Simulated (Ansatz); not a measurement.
C:
```cif
data_C8
_chemical_formula_sum 'C8'
_space_group_name_H-M_alt 'P63/mmc'
_space_group_IT_number 194
_space_group_name_Hall '-P 6c 2c'
_cell_length_a 2.50984
_cell_length_b 2.50984
_cell_length_c 8.28028
_cell_angle_alpha 90.000
_cell_angle_beta 90.000
_cell_angle_gamma 120.000
loop_
_atom_site_label
_atom_site_type_symbol
_atom_site_symmetry_multiplicity
_atom_site_Wyckoff_symbol
_atom_site_fract_x
_atom_site_fract_y
_atom_site_fract_z
_atom_site_occupancy
C1 C 4 e 0.00000 0.00000 0.09294 1
C2 C 4 f 0.33333 0.66667 0.15550 1
```

Relaxed with r²SCAN. Plane-wave PAW r²SCAN (Ansatz code) gives a gap of 4.80 eV.

Task: What gap does HSE06 give on the same cell (Ansatz, PAW)?

Result: 5.72 eV, 0.93 eV more. The hybrid was solved on a coarser mesh and at special points; its gap is the smallest among all of these.

```csv
k,v1 r²SCAN,c1 r²SCAN,v1 HSE06,c1 HSE06
Γ,0.00,5.59,___,___
A,-0.69,6.41,___,___
K,-4.42,6.64,-4.57,7.48
H,-5.39,5.46,___,___
M,-3.16,4.87,___,___
L,-3.89,5.23,-4.02,6.15
```

Task: Top valence (v1) and lowest conduction level (c1) in eV from each method's valence maximum (which need not be a listed point): supply the withheld HSE06 values.

Result: 
- M, v1 HSE06: -3.26
- M, c1 HSE06: 5.79
- H, v1 HSE06: -5.56
- H, c1 HSE06: 6.32
- A, v1 HSE06: -0.70
- A, c1 HSE06: 7.51
- Γ, v1 HSE06: 0.00
- Γ, c1 HSE06: 6.69

Cost on shared cores: the r²SCAN run (SCF on a 13×13×4 mesh, then bands and DOS) about 17 core-seconds (a rough figure), the HSE06 run (SCF on 7×7×2, then a few points) roughly 40 core-seconds; the tasks are unlike.

Space group P6_3/mmc. The first step of the workflow began from a Materials Project structure, measured or hypothetical. Its sites differ from those of the usual phase in this space group: another stacking or structure type. Symmetry was held in the r²SCAN relaxation; phonons on a q-mesh show no instability.

Potentials: the later of the program's two PAW sets.
